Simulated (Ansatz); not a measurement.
Input and command of a plane-wave DFT calculation in Ansatz:

```yaml
crystal:
  lattice:
    - [1.5959604347, 0.9214281865, 6.1793172327]
    - [-1.5959604347, 0.9214281865, 6.1793172327]
    - [0.0, -1.8428563731, 6.1793172327]
  atoms:
    - { symbol: Zr, position: [0.7484, 0.7484, 0.7484] }
    - { symbol: Zr, position: [0.5849, 0.5849, 0.5849] }
    - { symbol: Cl, position: [0.0, 0.0, 0.0] }
basis:
  ecutwfc: 420
kpoints:
  mp_grid: { grid: [6, 6, 6] }
hamiltonian:
  xc: pbe
scf:
  occupations: { method: gaussian, width: 0.1 }
  lower_state_search: "off"
output:
  forces: true
  stress: true
  eigenvalues: true
```

```bash
ansatz run input.yaml --threads 1 --pin off --max-ram 2560MiB --backend cpu --events-out ev --progress --plain --runs-dir out
```

Processor: AMD EPYC 9R45 96-Core Processor (Zen 5), 1 thread, on a host shared with other jobs.

Question: Estimate time, memory and problem size.

Answer: About 1.6 s on 1 thread of AMD EPYC 9R45 96-Core Processor (Zen 5), on a shared host, peak memory 0.41 GiB. It solves 20 bands at 32 k points (the mesh reduced by the symmetry that the task leaves, which can be less than the crystal's) with about 1071 plane waves, in 7 SCF iterations.
